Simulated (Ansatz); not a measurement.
SiC:
```yaml
crystal:
  lattice:
    - [5.32202, 0.00000, 0.00000]
    - [0.00000, 5.32202, 0.00000]
    - [0.00000, 0.00000, 5.32202]
  atoms:
    - { symbol: Si, position: [0.25000, 0.00000, 0.50000] }
    - { symbol: Si, position: [0.75000, 0.00000, 0.50000] }
    - { symbol: Si, position: [0.50000, 0.25000, 0.00000] }
    - { symbol: Si, position: [0.50000, 0.75000, 0.00000] }
    - { symbol: Si, position: [0.00000, 0.50000, 0.25000] }
    - { symbol: Si, position: [0.00000, 0.50000, 0.75000] }
    - { symbol: C, position: [0.00000, 0.25000, 0.50000] }
    - { symbol: C, position: [0.00000, 0.75000, 0.50000] }
    - { symbol: C, position: [0.25000, 0.50000, 0.00000] }
    - { symbol: C, position: [0.75000, 0.50000, 0.00000] }
    - { symbol: C, position: [0.50000, 0.00000, 0.75000] }
    - { symbol: C, position: [0.50000, 0.00000, 0.25000] }
```

Relaxed with r²SCAN. Special points in fractions of this cell's reciprocal vectors: Γ (0.000, 0.000, 0.000); X (0.000, 0.500, 0.000); M (0.500, 0.500, 0.000); R (0.500, 0.500, 0.500).

Q: List the band energies nearest the valence-band maximum at these points for the program Ansatz at the r²SCAN level (PAW).

A: In eV from the valence-band maximum; about four levels below and three above (degenerate sets whole), none deeper than 8.9 eV; points with the same levels are listed once.

```
k                             below                          above
-  --------------------------------  -----------------------------
Γ  -2.11 -2.11 -2.11 0.00 0.00 0.00                 3.26 3.26 3.26
X           -1.10 -1.10 -0.30 -0.30            2.29 2.29 5.46 5.46
M           -1.48 -1.48 -0.85 -0.35                 3.97 3.97 4.76
R           -2.29 -2.29 -2.29 -2.29  5.37 5.37 5.37 5.37 5.37 5.37
```

Space group Pm-3n. The start of the workflow was typed in or built on a structure type; neither database checked (COD, Materials Project) lists it. It is not the phase usual at ambient conditions (space group No. 186, 216). The cell was relaxed with r²SCAN under the symmetry of its start; its stability against distortions is not shown here.

Potentials: the later of the program's two PAW sets.
